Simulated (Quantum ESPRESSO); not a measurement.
## Band energies of K₂S

```
K2S
1.0
    0.00000     3.66718     3.66718
    3.66718     0.00000     3.66718
    3.66718     3.66718     0.00000
S K
1 2
Direct
  0.00000   0.00000   0.00000
  0.75000   0.75000   0.75000
  0.25000   0.25000   0.25000
```

PBEsol (pw.x of Quantum ESPRESSO, ONCV potentials, without SOC); path ΓXWKΓLUWLK,UX; energies in eV from the valence-band maximum.

| k (1/Å) | point | band 8 | band 9 | band 10 | band 11 | band 12 | band 13 | band 14 | band 15 |
|---|---|---|---|---|---|---|---|---|---|
| 0.00 | Γ | -12.39 | -9.62 | -0.23 | -0.23 | -0.23 | 2.35 | 5.42 | 5.42 |
| 0.43 |  | -12.37 | -9.46 | -0.64 | -0.11 | -0.11 | 3.66 | 4.98 | 5.89 |
| 0.86 | X | -12.32 | -9.33 | -0.79 | 0.00 | 0.00 | 3.42 | 5.28 | 6.60 |
| 1.28 | W | -12.33 | -9.33 | -0.41 | -0.41 | -0.02 | 3.63 | 5.78 | 5.78 |
| 1.44 |  | -12.33 | -9.33 | -0.54 | -0.27 | -0.02 | 3.64 | 5.55 | 6.08 |
| 1.59 | K | -12.33 | -9.33 | -0.59 | -0.22 | -0.02 | 3.65 | 5.46 | 6.36 |
| 1.89 |  | -12.35 | -9.39 | -0.52 | -0.25 | -0.09 | 4.07 | 5.35 | 5.78 |
| 2.29 |  | -12.39 | -9.57 | -0.36 | -0.21 | -0.20 | 2.75 | 5.41 | 5.47 |
| 2.50 | Γ | -12.39 | -9.62 | -0.23 | -0.23 | -0.23 | 2.35 | 5.42 | 5.42 |
| 2.71 |  | -12.41 | -9.57 | -0.37 | -0.20 | -0.20 | 2.78 | 5.45 | 5.45 |
| 3.24 | L | -12.53 | -9.38 | -0.65 | -0.08 | -0.08 | 4.68 | 5.06 | 5.80 |
| 3.66 |  | -12.34 | -9.34 | -0.53 | -0.27 | -0.03 | 3.78 | 5.51 | 6.23 |
| 3.76 | U | -12.33 | -9.33 | -0.59 | -0.22 | -0.02 | 3.65 | 5.46 | 6.36 |
| 4.07 | W | -12.33 | -9.33 | -0.41 | -0.41 | -0.02 | 3.63 | 5.78 | 5.78 |
| 4.41 |  | -12.41 | -9.36 | -0.56 | -0.22 | -0.06 | 4.14 | 5.42 | 6.01 |
| 4.67 | L | -12.53 | -9.38 | -0.65 | -0.08 | -0.08 | 4.68 | 5.06 | 5.80 |
| 4.76 |  | -12.49 | -9.38 | -0.64 | -0.10 | -0.08 | 4.58 | 5.11 | 5.83 |
| 5.11 |  | -12.34 | -9.34 | -0.53 | -0.27 | -0.03 | 3.75 | 5.50 | 6.26 |
| 5.20 | K | -12.33 | -9.33 | -0.59 | -0.22 | -0.02 | 3.65 | 5.46 | 6.36 |
| 5.20 | U | -12.33 | -9.33 | -0.59 | -0.22 | -0.02 | 3.65 | 5.46 | 6.36 |
| 5.50 | X | -12.32 | -9.33 | -0.79 | 0.00 | 0.00 | 3.42 | 5.28 | 6.60 |

The PBEsol gap is indirect, 2.35 eV, from X to Γ; the smallest direct gap is 2.58 eV. Another valence extremum on the path lies within 0.02 eV, too close to call.

Geometry relaxed with PBEsol.
